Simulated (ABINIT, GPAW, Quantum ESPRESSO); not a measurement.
**One calculation of Mg3ZnC, 3 ways**

```
CELL_PARAMETERS angstrom
4.40693 0.00000 0.00000
0.00000 4.40693 0.00000
0.00000 0.00000 4.40693
ATOMIC_POSITIONS crystal
Zn 0.01440 0.00033 0.00425
Mg 0.50443 0.00538 0.49590
Mg 0.50987 0.50120 0.00169
Mg 0.99869 0.49671 0.50050
C 0.51042 0.50384 0.50644
```

The cell comes from a database or a generator and needn't be the stable form of this composition.

Atoms were shifted at random by some hundredths of an Å from the given cell, which wasn't relaxed again for these runs.

Alike in all runs: task single point; functional PBE; k mesh 6 × 6 × 6; occupations fermi-dirac, width 0.05 eV; no spin polarisation; no spin-orbit coupling. Pressure is positive in compression and, in plane waves, holds the error of the finite cutoff.

```csv
program and potentials,plane-wave cutoff (eV),notes,band gap (eV),pressure (GPa),largest force (eV/Å),energy over the undisturbed cell (meV/atom)
"GPAW, GPAW PAW data sets (gpaw-data 1.2.1)",800,9.2 valence electrons an atom on average,?,?,?,-
"Quantum ESPRESSO, SSSP 1.3 efficiency PBE",748,6 valence electrons an atom on average,no gap,-0.24,0.546,4.01
"ABINIT, JTH PAW PBE v2.0",599,9.2 valence electrons an atom on average,no gap,-0.12,0.540,3.87
```

Task: Estimate from the other rows what the run with GPAW, GPAW PAW data sets (gpaw-data 1.2.1) gave.

Result: No band gap; pressure -0.18 GPa; largest force 0.544 eV/Å. The other rows, which needn't bracket it: pressure -0.24 to -0.12; largest force 0.540 to 0.546; energy over the undisturbed cell 3.87 to 4.01.
